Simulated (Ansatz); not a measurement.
The relaxed structure here is a generated cell of TiC: the first start was made by placing the elements on the sites of a structure type, and the end was not matched to a known phase here, so it may be hypothetical. Known forms of TiC include space group No. 225.

One starting cell of TiC (a generated trial cell of TiC in the MnP structure type) was relaxed twice with Ansatz (plane waves, PAW, scalar-relativistic): with r2SCAN at 500 eV and with PBE at 420 eV. The r2SCAN result:

Space group P6₃/mmc (No. 194); a = b = 3.041 Å, c = 5.359 Å, α = β = 90.00°, γ = 120.00°

```csv
atom,site,symmetry,x,y,z
Ti,2a,-3m.,0.0000,0.0000,0.0000
C,2d,-6m2,0.6667,0.3333,0.2500
```

```csv
quantity,r2SCAN,PBE
space group,P6₃/mmc,P6₃/mmc
volume (Å³/atom),10.73,?
a (Å),3.041,?
c (Å),5.359,?
"gap (eV, no spin-orbit coupling)",0.00,?
```

Task: Fill in the PBE column.

Result: 
- volume (Å³/atom), PBE: 10.78
- a (Å), PBE: 3.041
- c (Å), PBE: 5.381
- gap (eV, no spin-orbit coupling), PBE: 0.00

Both levels end in the same structure; PBE's volume is within 0.5 % of r2SCAN's. Neither column is exact.

No spin polarisation in the result.

The run could not lose the symmetry of its start: the end is stationary, and may be a saddle point rather than a minimum.

Ansatz is a program for electronic structure.
